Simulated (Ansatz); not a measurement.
input.yaml

```yaml
crystal:
  lattice:
    - [3.8380633069, -2.2622853028, 0.0]
    - [3.8380633069, 2.2622853028, 0.0]
    - [-3.6605959616, 0.0, 3.9583019995]
  atoms:
    - { symbol: Re, position: [0.896884, 0.896884, 0.996126], spin: 2.58 }
    - { symbol: Cl, position: [0.293116, 0.293116, 0.943874], spin: 0.12 }
basis:
  ecutwfc: 420
kpoints:
  mp_grid: { grid: [12, 12, 10] }
hamiltonian:
  xc: pbesol
scf:
  occupations: { method: gaussian, width: 0.1 }
output:
  forces: true
  stress: true
  eigenvalues: true
  populations: true
magnetization:
  spin_polarized: true
```

Command:
```bash
ansatz run input.yaml --threads 1 --pin off --max-ram 1331MiB --backend cpu --events-out ev --progress --plain --runs-dir out
```

Theory: Ansatz 0.2.0, DFT PBEsol, scalar-relativistic, plane waves, PAW.

Abridged output (final results; tables in files aren't shown):

```
SCF 1 converged in 11 iterations: F = -11792.894373 eV  dr2 = 6.05e-9
the search or the solves at the SCF's close seem to have found levels that the self-consistency loop had missed (the run counts 2). By its estimate they hold under 1e-12 electrons; where the run keeps them, the occupations were computed again with them
SCF converged after 11 iterations
Magnetization: 4.0000 μB (13.0000 up, 9.0000 down)
Absolute magnetization: 4.0132 μB (∫|ρ↑−ρ↓|, with the PAW one-centre terms)
Spin contamination: 0.0170 ħ² per cell (⟨S²⟩ above its minimum at these occupations)
Per-site moments (μB) at R_I (Å): [(2.35164829, 0.96977479), (0.10588722, 0.96977479)]
Free energy (F): -11792.894373 eV
Harris-Foulkes:  -11792.894373 eV  (|F-HF|=2.36e-9)
Internal energy: -11792.883126 eV  (E = F + TS)
E sigma→0 (E₀):  -11792.888749 eV
Entropy (-TS):   -0.011247 eV (-5.624 meV/atom)
Fermi energy:    5.468156 eV
--- Per-component energies (eV) ---
  E_band       = -371.360142
  E_kinetic    = 694.813839
  E_local      = -2160.283111  (includes V_loc(G=0)·N_el)
  E_nonlocal   = 87.834174
  E_hartree    = 783.659891
  E_xc         = -499.868622
  E_vxc        = -416.145152  (∫ρ·V_xc dr)
  E_paw        = -9174.945439  (= ΣΔE_a)
  E_vpaw       = -144.901198  (= ΣTr[D̂ρ^β])
  E_aug_tail   = 0.000012  (compensation charges beyond the density's cutoff)
  E_ewald      = -1524.405563
  E_core_change = 0.311694  (= ΣΔE_core)
  E_smearing   = -0.011247  (= −TS)
--- Forces (eV/Å), atoms counted from 1 ---
  atom   1  Re    -0.23809510     0.00000000    -0.08389110
  atom   2  Cl     0.23806736     0.00000000     0.08388269
--- Stress (GPa, compression-positive) ---
       -2.754477       0.000000      -0.032736
        0.000000      -6.758963       0.000000
       -0.032736       0.000000      -1.989369
  P = ⅓ Tr σ = -3.8343 GPa (-38.343 kbar)
--- Band table (eV; the first three rows and the last of 796) ---
  k-point 0 ↑: bands = ["-75.3368", "-37.5059", "-37.4257", "-37.4240", "-12.1211", "-1.1675", "-0.3322", "0.5393", "2.5517", "3.1257", "3.6655", "3.8143", "4.4867", "6.3779", "10.7779", "11.6373", "12.8473"]
  k-point 1 ↑: bands = ["-75.3368", "-37.5059", "-37.4258", "-37.4242", "-12.1163", "-1.1740", "-0.3323", "0.4288", "2.7379", "3.1555", "3.6712", "3.8180", "4.4800", "6.3849", "10.6016", "10.8647", "13.6990"]
  k-point 2 ↑: bands = ["-75.3368", "-37.5059", "-37.4259", "-37.4245", "-12.1037", "-1.1906", "-0.3348", "0.2122", "3.1366", "3.2350", "3.6966", "3.8345", "4.4618", "6.4080", "9.4754", "10.9276", "13.5692"]
  k-point 397 ↓: bands = ["-73.9282", "-35.8698", "-35.5075", "-35.4261", "-11.8575", "-0.7195", "-0.4405", "0.8248", "5.0324", "5.2050", "6.3077", "6.4506", "6.6179", "7.8094", "9.0658", "12.8101", "13.9044"]
--- Löwdin populations: 2 sites ---
  site symbol q [e]    m [muB]
     0     Re     14.6504     3.8353
     1     Cl      7.1922     0.1334
  spilling = 0.007157 (of n_electrons = 22.000000)
```

Self-consistency was reached.

Spin-orbit coupling is left out, which matters for the bands of heavy elements. The cell holds layers, and where no dispersion correction was added their binding is poorly described.